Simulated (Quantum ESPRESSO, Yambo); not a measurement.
# Si at +2 % biaxial strain: DFT and GW levels

Si has the hexagonal space group P6₃/mmc (No. 194), Pearson symbol hP4. Conventional cell: a = 3.902 Å, b = 3.902 Å, c = 6.273 Å, α = 90.00°, β = 90.00°, γ = 120.00°. Si on 4f is coordinated by 4 Si at 2.370–2.380 Å (tetrahedral). (Neighbours: up to the widest gap in distance over summed covalent radii, below 1.35, at either atom.)

The PBEsol cell relaxed from Materials Project entry mp-165 was given a biaxial strain of +2 % along x and y, z relaxed, and the atoms were relaxed again.

Starting point: norm-conserving PBEsol (Quantum ESPRESSO, 36 Ry, without SOC). G0W0 in Yambo: 6×6×2 Γ-centred k mesh, 176 bands and a 10 Ry block in the screening, 176 bands in G with the Bruneval-Gonze terminator, plasmon pole fitted at 27.2 eV.

```json
{
 "PBEsol gap along the band path": "0.27 eV",
 "PBEsol gap between the mesh's edge points (Γ → M)": "0.27 eV",
 "G0W0 gap between the same points": "0.94 eV",
 "PBEsol smallest direct gap on the mesh (at Γ)": "0.59 eV",
 "G0W0 direct gap at that point": "1.26 eV"
}
```

| k point | band | E PBEsol (eV) | E QP (eV) | shift (eV) | Z |
|---|---|---|---|---|---|
| Γ | VB | 0.00 | -0.70 | -0.70 | 0.77 |
| Γ | CB | 0.59 | 0.56 | -0.03 | 0.77 |
| A | VB | -0.98 | -1.67 | -0.69 | 0.76 |
| A | CB | 1.45 | 1.42 | -0.03 | 0.77 |
| M | VB | -1.36 | -2.07 | -0.71 | 0.76 |
| M | CB | 0.27 | 0.25 | -0.02 | 0.78 |

Energies count from the PBEsol valence-band maximum.

Convergence of the G0W0 settings was not tested.

This is not the ordinary phase of the substance; no match was found in the copy of COD used, and its stability was not checked.
